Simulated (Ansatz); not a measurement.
A geometry of MoS₂ away from equilibrium: step 2 of the relaxation of a relaxed MoS2 cell stretched uniformly to 150 % of its volume. Calculation: r2SCAN (plane waves to 500 eV, PAW, scalar-relativistic; Ansatz, a quantum-chemistry and plane-wave program). Γ-centred k-mesh 7×7×7 on the run's cell (coarser than for final values), Fermi–Dirac smearing 0.05 eV. The plane waves were selected for a different cell earlier on the path.

```
CELL_PARAMETERS angstrom
      1.75919     1.01567     7.17966
     -1.75919     1.01567     7.17966
      0.00000    -2.03134     7.17966
ATOMIC_POSITIONS crystal
  Mo 0.99999 0.99999 0.99999
  S  0.73756 0.73756 0.73756
  S  0.59574 0.59574 0.59574
```

Task: Give the Cartesian forces on all atoms (eV/Å).

Result: 
```csv
atom,Fx,Fy,Fz
Mo1,0.00,0.00,0.00
S2,0.00,0.00,-1.00
S3,0.00,0.00,1.01
```

The path ends in R3m (No. 160). No spin polarisation in the result. Without a van der Waals term the distances between weakly bound units are poorly fixed.

The run could not lose the symmetry of its start.

Without dispersion the volume is uncertain too.
